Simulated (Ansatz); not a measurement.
# Property card for GeSe

GeSe:
```yaml
crystal:
  lattice:
    - [0.00000, 2.75757, 2.75757]
    - [2.75757, 0.00000, 2.75757]
    - [2.75757, 2.75757, 0.00000]
  atoms:
    - { symbol: Ge, position: [0.00000, 0.00000, 0.00000] }
    - { symbol: Se, position: [0.50000, 0.50000, 0.50000] }
```

Space group Fm-3m (No. 225), rock salt; conventional cell a = 5.515 Å, b = 5.515 Å, c = 5.515 Å, α = 90.00°, β = 90.00°, γ = 90.00°.

Method: plane-wave PAW LDA (Ansatz code). Structure relaxed to zero pressure with the same functional. Other levels are named where they apply.

Cell and energy:

Volume per atom: 20.97 Å³
Density: 6.00 g/cm³
Formation energy from the elements (no fitted shifts): -0.23 eV/atom

Electronic structure:

* **Electronic character**: no gap, with almost no states at the Fermi level (zero-gap or semimetallic)
* **Density of states at the Fermi level**: 0.00 states/eV per atom (mean over ±0.08 eV)

Mechanics:

Bulk modulus (Birch–Murnaghan fit): 70.3 GPa
Pressure derivative B′: 4.2
Elastic constants (relaxed ions, GPa): C11 = 197, C12 = 6.8, C44 = 31.8
Mechanical stability: stable (all eigenvalues of C positive)
Hill bulk and shear moduli: 70.2 and 50.2 GPa
Young's modulus: 122 GPa
Poisson's ratio: 0.21
Debye temperature from the elastic constants: 345 K

Phonons:

- Zone-centre stability = unstable, softest mode 72i cm⁻¹

The first step of the workflow began from a Materials Project structure, measured or hypothetical; the Crystallography Open Database copy checked does not list it. It is not the phase usual at ambient conditions (space group No. 62). The cell was relaxed with LDA under the symmetry of its start. As this level gives no gap, shear constants depend on the k-mesh and smearing (Fermi–Dirac, 0.1 eV here). As this level gives no gap, phonon frequencies hold no LO–TO term and depend on the k-mesh and smearing (Fermi–Dirac, 0.1 eV here). The references are the lowest solids computed at this level, not always the standard phases. Scalar-relativistic: spin–orbit coupling is off unless named, which matters more the heavier the elements.

Potentials: the earlier of the program's two PAW sets.
